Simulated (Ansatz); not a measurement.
Ba$_{2}$HfO$_{4}$:
```xyz
7
Lattice="-2.0831 2.0831 6.7410 2.0831 -2.0831 6.7410 2.0831 2.0831 -6.7410" Properties=species:S:1:pos:R:3 pbc="T T T"
Ba     0.0000     0.0000     4.7506
Ba     0.0000     0.0000     8.7315
Hf     0.0000     0.0000     0.0000
O      0.0000     2.0831     0.0000
O      2.0831     0.0000     0.0000
O      0.0000     0.0000     2.1041
O      0.0000     0.0000    11.3779
```

Relaxed with r²SCAN. Independent-particle spectrum: no excitons, no local fields, no scissors shift; 0.1 eV broadening; ε₁ of the summed bands alone.

**Question.** Tabulate the dielectric function from the program Ansatz at the r²SCAN level (PAW).

**Answer.** 

```
E (eV)  ε₁ xx  ε₂ xx  ε₁ zz  ε₂ zz
------  -----  -----  -----  -----
0.0      3.84   0.00   4.03   0.00
0.4      3.84   0.00   4.03   0.00
0.8      3.87   0.00   4.06   0.00
1.2      3.90   0.00   4.09   0.00
1.6      3.95   0.00   4.15   0.00
2.0      4.02   0.00   4.23   0.00
2.4      4.11   0.00   4.33   0.00
2.8      4.24   0.00   4.47   0.00
3.2      4.40   0.00   4.65   0.00
3.6      4.62   0.00   4.90   0.00
4.0      4.99   0.01   5.26   0.00
4.4      5.43   0.31   5.93   0.02
4.8      6.11   0.40   6.67   0.53
5.2      6.53   1.60   7.91   2.09
5.6      6.80   2.68   6.92   4.00
6.0      5.85   4.40   5.59   4.79
6.4      4.62   4.10   3.86   4.66
6.8      4.31   4.28   3.41   5.32
7.2      3.78   4.31   3.81   3.68
7.6      3.03   4.55   2.77   6.00
8.0      2.66   4.75   1.61   4.43
8.4      1.80   5.45   1.28   4.03
8.8      0.64   4.07   1.91   3.89
9.2      1.82   3.38   1.24   3.67
9.6      1.54   3.39   1.77   2.88
10.0     1.58   4.00   3.06   5.23
10.4     0.36   3.84   0.29   4.47
10.8     0.33   3.12   0.48   3.89
11.2     0.34   3.13  -0.32   3.47
11.6    -0.04   2.91  -0.38   3.32
12.0    -0.31   2.40  -1.10   2.88
```

**Question.** From ε at 4.3 eV (xx: 5.38 + 0.22i), find n, k, the normal reflectivity and the absorption coefficient.

**Answer.** n = 2.32, k = 0.047, R = 16 %, α = 2kE/ħc = 20000 cm⁻¹.

With all bands, ε∞ without local fields is 4.11 (xx = yy), 4.29 (zz).

Space group I4/mmm. The workflow started from a Materials Project entry (that database holds measured and hypothetical structures alike); the Crystallography Open Database copy checked does not list it. Whether it is the stable phase at ambient conditions was not checked. The r²SCAN relaxation kept the symmetry of its start; its stability against distortions is not shown here. No spin polarisation was allowed. Scalar-relativistic: spin–orbit coupling is off unless named, which matters more the heavier the elements.

Potentials: the later of the program's two PAW sets.
